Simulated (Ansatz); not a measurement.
Level of theory: DFT PBE, scalar-relativistic, plane waves, PAW in Ansatz 0.2.0. All cells share a 420 eV cutoff and Γ-centred k meshes spaced at most about 0.3 Å⁻¹ (about 0.25 or finer for metals, 2π included). No spin polarisation in the final relaxations.

All energies are static (0 K, no zero-point motion).

Two forms of Mg₂Te₃O were relaxed alike.

A.

Space group R-3m:H (No. 166). a = 9.299 Å, b = 9.299 Å, c = 7.400 Å, α = 90.00°, β = 90.00°, γ = 120.00°
| atom | site | symmetry | x | y | z |
| --- | --- | --- | --- | --- | --- |
| Mg | 6c | 3m | 0.0000 | 0.0000 | 0.7421 |
| Te | 9d | .2/m | 0.8333 | 0.1667 | 0.1667 |
| O | 3b | -3m | 0.0000 | 0.0000 | 0.5000 |

B.

Space group P-4m2 (No. 115). a = 3.587 Å, b = 3.587 Å, c = 11.817 Å, α = 90.00°, β = 90.00°, γ = 90.00°
```
atom  site  symmetry       x       y       z
  Mg    2g      2mm.  0.5000  0.0000  0.7974
  Te    2g      2mm.  0.5000  0.0000  0.3313
  Te    1a      -4m2  0.0000  0.0000  0.0000
   O    1b      -4m2  0.5000  0.5000  0.0000
```

Problem. Which form is favoured at zero pressure, and by what margin per atom?

Solution. A is lower, by 111 meV/atom. A has space group R-3m (No. 166), 30.8 Å³/atom and no gap on its mesh; B has space group P-4m2 (No. 115), 25.3 Å³/atom and no gap. Counting O or Te atoms around Mg (for each partner element, those within 1.25 times its shortest distance or 1.15 times the sum of covalent radii, where it is the nearest in units of that sum or under 1.3; a plus sign parts groups by distance over the sum of covalent radii), A has Mg 1+3 and B has Mg 6. Both come from invented guesses. A third cell relaxed alike, in P4mm, lies 207 meV/atom below the lower of the two.

No dispersion correction is applied, so the spacing and binding between layers, chains or molecules are poorly described (P-4m2), and this can change margins and order among such cells. These runs have no spin–orbit coupling, which can matter for Te. Cells relaxed within their symmetry can be saddle points.
